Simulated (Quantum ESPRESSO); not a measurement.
How field gradients follow strain in SrTiO$_{3}$ (Pm-3m)

```
SrTiO3
1.0
    3.91270     0.00000     0.00000
    0.00000     3.91270     0.00000
    0.00000     0.00000     3.91270
Sr Ti O
1 1 3
Direct
  0.00000   0.00000   0.00000
  0.50000   0.50000   0.50000
  0.50000   0.00000   0.50000
  0.00000   0.50000   0.50000
  0.50000   0.50000   0.00000
```
Geometry: a computed entry of the Materials Project; it was not checked against measured cells. It is SrTiO3 in Pm-3m. Stability against distortions was not tested. The run has no spin polarisation.

Isotropic strain: all lattice vectors are scaled together, so the volume changes by about three times as much; fractional positions kept.

Method: field gradients by a PBE PAW density (pw.x of a modified build of Quantum ESPRESSO, JTH datasets) with the all-electron reconstruction of Petrilli and co-workers, 22.5 Ha, k-mesh 6×6×6 through Γ. Values are those of the named site's first atom. Cores are frozen. Against all-electron runs on small test molecules, this scheme's |Vzz| missed by −2 to +6 % on O. Sr, Ti had no test against all-electron runs. The structure is static (0 K, no zero-point motion).

Unchanged cell: Vzz O (a.u.) = 0.122.

### Question
How do these values move along the path (lattice scale factor: 0.98, 1.02)?

### Answer
| lattice scale factor | Vzz O (a.u.) |
|---|---|
| 0.98 | 0.057 |
| 1 | 0.122 |
| 1.02 | 0.184 |
